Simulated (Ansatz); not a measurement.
# Mg7CoO8

The cell (16 atoms) is Mg7CoO8 as a cell of a measured crystal with one cation replaced (not relaxed). One Mg of COD entry 9006472 is replaced by Co, with no charge compensation. All atoms are displaced slightly at random.

```xyz
16
Lattice="0.0000 4.3481 4.3481 4.3481 0.0000 4.3481 4.3481 4.3481 0.0000" Properties=species:S:1:pos:R:3 pbc="T T T"
Mg    4.3722    8.6422    4.3201
Mg    6.4618    2.2500    4.3144
Co    2.1861    4.3468    6.4708
Mg    4.3546    6.5047    6.4947
Mg    0.0655    2.1250    2.1623
Mg    2.1384    4.3052    2.1814
Mg    6.4950    6.4567    4.3227
Mg    4.3000    4.3890    4.2957
O     2.1779    2.1784    2.1434
O     4.3018    4.3390    2.1420
O     4.4013    2.1072    4.3801
O     6.5061    4.3602    4.3365
O     2.1568    4.2916    4.3442
O     4.3268    6.5519    4.3567
O     4.3677    4.3454    6.5565
O     6.4452    6.4684    6.4971
```

Site labels below count the atoms in this order, from 1.

Method: DFT, LDA+U, PAW, plane waves, scalar-relativistic (Ansatz).

```
Hubbard term (Dudarev form) : U − J = 3.2 eV on Co d, on Löwdin-orthonormalised all-electron atomic orbitals
Plane-wave cutoff           : 420 eV
k-point mesh                : 2×2×2 (Γ-centred)
Occupations                 : Gaussian smearing, 0.01 eV
Valence electrons           : 135
```

Site moments are integrals over atomic spheres and don't add up to the total.

A static U favours moments and orbital order; the result depends on U and need not be the measured state. With one magnetic atom in the cell its copies can only be parallel; orders in a larger cell may lie lower.

The mesh is coarse, so energy differences (and at times their sign) aren't converged.

States within about 5 meV/atom are too close for this mesh, smearing and search to settle their order. “Lowest” means lowest among the runs made in this cell.

Plain SCF: the run stops at the first self-consistent solution. Ends within 0.2 meV/atom and 0.1 μB count as one state.

The cell was converged 12 times from various starts and settings. Describe the lowest state found.

Spin-polarised, site moments Co3 2.53 μB, total 3.00 μB per cell, a gap of 2.26 eV on the k-mesh.

How much higher is the free energy without spin polarisation?

91.4 meV/atom (1.46 eV per cell); the unpolarised solution has no gap on the mesh and a pressure of -19.5 GPa against -17.2 GPa.

Where does this start end: whole orbital fillings typed, random choice 3 of orbitals (Co3 5 up 2 down), symmetry off, plain SCF [spin density started apart from these, at Co3 3.00 μB]?

It converges in 23 iterations to a state 4.9 meV/atom above the lowest: spin-polarised, site moments Co3 2.53 μB, total 3.00 μB per cell, a gap of 1.94 eV on the k-mesh (the moments match the lowest state's, so the two differ in another way, such as which orbitals are filled). The program read a negative dielectric response at the close, so it may be a saddle point.

A run starts from: spin on, no moments given (the program may seed its own), plain SCF. What does it converge to?

It converges in 31 iterations to a state 6.9 meV/atom above the lowest: spin-polarised, site moments Co3 2.53 μB, total 3.00 μB per cell, a gap of 1.86 eV on the k-mesh (the moments match the lowest state's, so the two differ in another way, such as which orbitals are filled). The program read a negative dielectric response at the close, so it may be a saddle point.

A run starts from: usual moment scaled by 0.2, plain SCF [Co3 0.60 μB]. What does it converge to?

It converges in 44 iterations to a state 38.2 meV/atom above the lowest: spin-polarised, site moments Co3 0.88 μB, total 1.00 μB per cell, a gap of 1.19 eV on the k-mesh.

Which atoms feel the largest force in the lowest state, and how large is it?

Mg5: 0.68 eV/Å.
